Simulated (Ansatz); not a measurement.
## Band structure of ZrOs

```
Zr Os
1.0
     3.26300    0.00000    0.00000
     0.00000    3.26300    0.00000
     0.00000    0.00000    3.26300
Zr Os
1 1
Direct
  0.50000 0.50000 0.50000
  0.00000 0.00000 0.00000
```

Atoms are numbered in the order listed.

The cell comes from COD entry 1523503, which wasn't checked; take it as a given geometry.

Spin–orbit coupling is left out, though it moves levels of the heavy atoms by tenths of an eV or more.

These are results of Ansatz 0.2.0, DFT, LDA, all-electron LAPW, scalar-relativistic, not measurements.

Sampling and basis: a Γ-centred 13×13×13 k mesh, Fermi–Dirac smearing of 0.03 eV, basis error target 0.25 meV/atom, no spin polarisation.

Points in fractions of the reciprocal vectors of this cell: Γ (0, 0, 0), X (0, 0.5, 0), M (0.5, 0.5, 0), R (0.5, 0.5, 0.5). The path joins them by straight lines in the order Γ–X–M–Γ–R–X–R–M; legs that retrace an earlier one aren't tabulated. Energies are in eV from the Fermi level.

**Question.** List the levels at X between -8 and 5 eV.

**Answer.** -4.65, -3.52, -3.50, -1.66 (×2), -1.15, -0.69, 0.95 (×2), 0.99, 3.33.

**Question.** List the levels at Γ between -8 and 5 eV.

**Answer.** -7.97, -5.20 (×2), -1.59 (×3), 2.10 (×2).

**Question.** List the levels at R between -8 and 5 eV.

**Answer.** -2.87 (×3), -2.13 (×3), 0.56 (×2), 3.82.

**Question.** What is the band gap?

**Answer.** none: bands cross the Fermi level, a metal.
